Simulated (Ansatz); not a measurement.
Ti (fcc (Cu type), space group No. 225) at seven volumes, plane-wave PAW LDA (Ansatz code), scaled uniformly. One row is withheld.

```tsv
V (Å³/atom)	P (GPa)
14.575	13.50
15.056	8.40
15.536	?
16.016	0.00
16.497	-3.43
16.977	-6.44
17.458	-9.07
```

**Question.** Fit the shown pressures and predict the withheld one.

**Answer.** P = (3/2)B₀(x^(7/2) − x^(5/2))[1 + (3/4)(B′ − 4)(x − 1)] with x = (V₀/V)^(2/3). Least squares on the six rows gives V₀ = 16.017 Å³/atom, B₀ = 122 GPa, B′ = 3.41. At V = 15.536, x = 1.0205 and P = 3.92 GPa. The run itself gave 3.92 GPa.

Space group Fm-3m (fcc (Cu type)). The workflow started from an entry of the Crystallography Open Database (COD), which files this formula under 3 space groups. It is not the phase usual at ambient conditions (space group No. 194). The LDA relaxation kept the symmetry of its start; whether a distortion lowers the energy is not shown. No spin polarisation was allowed.

Potentials: the later of the program's two PAW sets.
